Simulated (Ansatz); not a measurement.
Given:

NiSi (MnP type, space group Pnma)

```cif
data_Ni4Si4
_chemical_formula_sum 'Ni4 Si4'
_space_group_name_H-M_alt 'Pnma'
_space_group_IT_number 62
_space_group_name_Hall '-P 2ac 2n'
_cell_length_a 5.10456
_cell_length_b 3.36011
_cell_length_c 5.50394
_cell_angle_alpha 90.000
_cell_angle_beta 90.000
_cell_angle_gamma 90.000
loop_
_space_group_symop_operation_xyz
  'x, y, z'
  '-x, -y, -z'
  '-x+1/2, -y, z+1/2'
  'x+1/2, y, -z+1/2'
  'x+1/2, -y+1/2, -z+1/2'
  '-x+1/2, y+1/2, z+1/2'
  '-x, y+1/2, -z'
  'x, -y+1/2, z'
loop_
_atom_site_label
_atom_site_type_symbol
_atom_site_symmetry_multiplicity
_atom_site_Wyckoff_symbol
_atom_site_fract_x
_atom_site_fract_y
_atom_site_fract_z
_atom_site_occupancy
Ni1 Ni 4 c 0.00943 0.25000 0.81310 1
Si1 Si 4 c 0.17875 0.25000 0.41279 1
```

The volume is varied about the relaxed value V₀ at fixed cell shape. The atoms relax within the cell's symmetry.

The numbers are results of PBEsol (plane waves to 420 eV, PAW, scalar-relativistic; Ansatz, an electronic-structure program), not measurements. k mesh 9×14×9 (Γ-centred), Fermi-Dirac smearing 0.05 eV. The energy includes the smearing's −TS. Stress and pressure are positive under compression. With the shape held, the modulus is that of even scaling; a crystal free to change shape is softer. NiSi is run without spin polarisation. NiSi was relaxed with its symmetry unable to fall. ΔE is measured from the relaxed starting cell.

The scan covers V/V₀ from 0.900 to 1.100 in 11 points.

What is the fitted pressure derivative B₀′?

4.6.

What bulk modulus at fixed cell shape B₀ follows from a third-order Birch-Murnaghan fit?

185 GPa.

(Under strain, the slope of the energy per volume gives the stress and its curvature an elastic modulus.)
